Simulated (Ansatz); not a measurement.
Computed properties of Si₃N₄

Si₃N₄:
```
CELL_PARAMETERS angstrom
      0.00000     3.86507     3.86507
      3.86507     0.00000     3.86507
      3.86507     3.86507     0.00000
ATOMIC_POSITIONS crystal
  Si 0.62500 0.62500 0.62500
  Si 0.12500 0.62500 0.62500
  Si 0.62500 0.12500 0.62500
  Si 0.62500 0.62500 0.12500
  Si 0.25000 0.25000 0.25000
  Si 0.00000 0.00000 0.00000
  N  0.86757 0.86757 0.86757
  N  0.39729 0.86757 0.86757
  N  0.86757 0.39729 0.86757
  N  0.86757 0.86757 0.39729
  N  0.38243 0.38243 0.38243
  N  0.85271 0.38243 0.38243
  N  0.38243 0.85271 0.38243
  N  0.38243 0.38243 0.85271
```

Space group Fd-3m (No. 227); conventional cell a = 7.7301 Å, b = 7.7301 Å, c = 7.7301 Å, α = 90.00°, β = 90.00°, γ = 90.00°.

Method: DFT-r²SCAN in the program Ansatz with PAW potentials. Structure relaxed to zero pressure with the same functional. Other levels are named where they apply.

**Cell and energy**

- Volume per atom: 8.25 Å³
- Density: 4.03 g/cm³
- Formation energy from the elements (no fitted shifts): -1.11 eV/atom

**Electronic structure**

- Band gap = 4.03 eV (smallest direct gap 4.05 eV)
- Valence-band maximum = on the K–Γ line, 60 % of the way from K
- Conduction-band minimum = at Γ
- Electron effective mass, band 1 of 3 at the edge = 0.57 along [100], 0.46 along [110], 0.43 along [111] (mₑ)
- Electron effective mass, band 2 of 3 at the edge = 0.33 along [100], 0.38 along [110], 0.36 along [111] (mₑ)
- Electron effective mass, band 3 of 3 at the edge = 0.33 along [100], 0.33 along [110], 0.36 along [111] (mₑ)
- Hole effective mass = 0.34, 1.1, 6.4 mₑ (principal values)
- HSE06 gap on the r²SCAN cell = 4.76 eV

**Mechanics**

- Bulk modulus (Birch–Murnaghan fit) = 321 GPa
- Pressure derivative B′ = 4.1
- Elastic constants (relaxed ions, GPa) = C11 = 565, C12 = 200, C44 = 359
- Mechanical stability = stable (all eigenvalues of C positive)
- Hill bulk and shear moduli = 322 and 274 GPa
- Young's modulus = 640 GPa
- Poisson's ratio = 0.17
- Debye temperature from the elastic constants = 1340 K

**Dielectric response**

- Electronic dielectric constant ε∞ (DFPT) = 4.90
- Static dielectric constant ε0 (ions relaxed, cell fixed) = 12.0
- Born charges (a third of the trace) = Si +3.58 to +3.68, N -2.73 e

**Phonons**

- Highest zone-centre frequency (without LO–TO term): 981 cm⁻¹
- Zone-centre stability: no imaginary mode at Γ
- Dynamical stability on the path: stable (no imaginary branch)
- Zero-point energy: 113.7 meV/atom
- Vibrational entropy at 300 K: 7.3 J/(K·mol of atoms)

**Charges**

- Bader charges: Si +3.15 to +3.21, N -2.39 e

The cell was relaxed with r²SCAN under the symmetry of its start. The references are the lowest solids computed at this level, not always the standard phases (solids in place of the gases).

Potentials: the later of the program's two PAW sets.
